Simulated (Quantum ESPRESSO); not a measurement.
LiF (changed cell): magnetic shieldings

```
CELL_PARAMETERS angstrom
      0.00000     2.05192     2.02130
      2.05192     0.00000     2.02130
      2.05192     2.05192     0.00000
ATOMIC_POSITIONS crystal
  Li 0.00000 0.00000 0.00000
  F  0.50000 0.50000 0.50000
```
The cell was made here from a computed Materials Project entry: strained by -1 % along the cube axis and by +0.5 % across it, atoms relaxed (PBE without dispersion, pw.x of a modified build of Quantum ESPRESSO, symmetry kept). The parent is LiF in Fm-3m. Stability against distortions was not tested.

Computed: shieldings by GIPAW with PBE in Quantum ESPRESSO, on JTH PAW datasets, 22.5 Ha, k-mesh 6×6×6 shifted, f-sum rule met within 0.002 %.

| site | site symmetry | σ_iso (ppm) | span Ω (ppm) |
|---|---|---|---|
| Li (atom 1) | 4/mmm | 82 | 1 |
| F (atom 2) | 4/mmm | 364 | 1 |

Ω = σ33 − σ11 of the symmetric part; where symmetry doesn't make it nil, it is less certain than σ_iso.

These are absolute shieldings with no macroscopic susceptibility term; δ = σ_ref − σ needs a reference computed alike. By our sweeps, such settings leave a few ppm in absolute σ.
